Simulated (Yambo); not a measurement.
G0W0@LDA for LiTaS2 (space group P6_3/mmc, No. 194) in Yambo. Reference settings: 6×6×1 Γ-centred k mesh, bands 5 to 185 and a 7 Ry block in the screening, 185 bands in G with the Bruneval-Gonze terminator, plasmon pole fitted at 27.2 eV. The LDA gap Γ → (0.167, 0.167, 0) on this mesh is 0.69 eV; G0W0 gaps are taken between the same points.

The settings were changed. The gap went from 1.02 eV to 1.02 eV, and the shift of the valence edge from 0.14 eV to 0.20 eV.

Q: Name the change that produced these shifts.
(A) 144 bands in W, 144 bands in G
(B) 50 bands in W, 50 bands in G, 3 Ry block
(C) 50 bands in W, 50 bands in G, 2 Ry block
(D) 50 bands in W, 50 bands in G, 4 Ry block

A: A, 144 bands in W, 144 bands in G. The others gave (gap, valence shift): 50 bands in W, 50 bands in G, 2 Ry block: 0.98, 0.97 eV; 50 bands in W, 50 bands in G, 3 Ry block: 0.98, 0.95 eV; 50 bands in W, 50 bands in G, 4 Ry block: 1.00, 0.92 eV.

Spin-orbit coupling is not included.

Geometry of the Materials Project entry, not relaxed at this level; primitive cell a = b = 3.349 Å, c = 12.888 Å, α = β = 90.00°, γ = 120.00°.

The structure is a Materials Project entry; no match was found in the copy of COD used, and its stability was not checked.

A shift is the quasiparticle energy of the state minus its LDA energy.
